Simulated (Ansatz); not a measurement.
Structure: CrSeTe as a Janus 1T monolayer, at its r2SCAN minimum. In-plane lattice: a = 3.367 Å, b = 3.367 Å, γ = 120.0°; thickness between the outer nuclei 3.23 Å. Cr is surrounded by 3 Se at 2.42 Å and 3 Te at 2.64 Å; Se is surrounded by 3 Cr at 2.42 Å; Te is surrounded by 3 Cr at 2.64 Å.

```cif
data_structure
_symmetry_space_group_name_H-M 'P 1'
_symmetry_Int_Tables_number 1
_cell_length_a 3.3672
_cell_length_b 3.3672
_cell_length_c 30.2706
_cell_angle_alpha 90.000
_cell_angle_beta 90.000
_cell_angle_gamma 120.000
_cell_volume 297.24
loop_
_atom_site_label
_atom_site_type_symbol
_atom_site_fract_x
_atom_site_fract_y
_atom_site_fract_z
_atom_site_occupancy
Cr1 Cr 0.00000 0.00000 0.30110 1
Se1 Se 0.33333 0.66667 0.34885 1
Te1 Te 0.66667 0.33333 0.24201 1
```
Two periodic directions, a and b.

The questions ask for values computed with Ansatz on this geometry. The cell comes from a prototype generator: it can be a known phase or a hypothetical one. No magnetic order is allowed.

(1) Is there a gap with PBE, and of what kind?

(2) How does the gap change from PBE to LDA (12×12×1)?

(3) How does the gap change from PBE to PBE+SOC (12×12×1)?

Results:

(1) With PBE the bands overlap by 0.01 eV (counted from 1, band 23 peaks at K and band 24 bottoms out at K–Γ (0.10 of the way from K)): no gap.

(2) With LDA the bands overlap by 0.02 eV (counted from 1, band 23 peaks at K and band 24 bottoms out at K–Γ (0.10 of the way from K)): no gap.

(3) PBE+SOC gives no gap: the lowest nominally empty band dips 0.01 eV below the top of the last filled one (its bottom at K–Γ (0.10 of the way from K), the top at K), so the cell is a metal or semimetal at this level.

Only the levels marked +SOC include spin-orbit coupling.

Where an edge lies off the special points, it is a point of the mesh or the k point where a search put PBE's edge or least direct gap, reused for the other functionals, whose own edges may lie a little apart; PBE's own value is read along its path and can be a few hundredths of an eV high.

Run but not listed, since they were read on a mesh alone, on too coarse a mesh, or into states of the vacuum: PBE0.
